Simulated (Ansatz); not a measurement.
**Structure relaxation, Hf**

The start is a relaxed Hf cell displaced along its unstable phonon at q = (½, 0, 0) of its primitive reciprocal cell (42i cm⁻¹), largest move 0.15 Å. The structure is fully relaxed (lattice and positions, P = 0) with PBEsol (plane waves to 420 eV, PAW, scalar-relativistic; Ansatz, a first-principles code). The first steps use a coarse 13×13×11 k-mesh.

Starting cell:
```
Hf
1.0
    5.89436     0.00000     0.00000
   -1.47359     2.55233     0.00000
    0.00000     0.00000     2.96113
Hf
2
Direct
  0.00000   0.00000   0.05066
  0.50000   0.00000   0.94934
```

Q: How much energy is released per atom?

A: 0.38 eV/atom.

Q: Is the relaxed structure metallic? Give its gap.

A: No gap (metallic).

Q: Give the final cell and atomic positions.

A: 
```cif
data_Hf4
_chemical_formula_sum 'Hf4'
_space_group_name_H-M_alt 'Fm-3m'
_space_group_IT_number 225
_space_group_name_Hall '-F 4 2 3'
_cell_length_a 4.41895
_cell_length_b 4.41895
_cell_length_c 4.41895
_cell_angle_alpha 90.000
_cell_angle_beta 90.000
_cell_angle_gamma 90.000
loop_
_atom_site_label
_atom_site_type_symbol
_atom_site_symmetry_multiplicity
_atom_site_Wyckoff_symbol
_atom_site_fract_x
_atom_site_fract_y
_atom_site_fract_z
_atom_site_occupancy
Hf1 Hf 4 a 0.00000 0.00000 0.00000 1
```
(The calculation used a cell of 1 atom; values per cell refer to that cell.)

Final values are on a 18×18×18 k-mesh of the relaxed cell. No spin polarisation in the result.

The run could not lose the symmetry of its start: the end is stationary, and may be a saddle point rather than a minimum.

The relaxed structure here is a generated cell of Hf: the first start was made by placing the elements on the sites of a structure type, and the end was not matched to a known phase here, so it may be hypothetical. Known forms of Hf include space group No. 194.
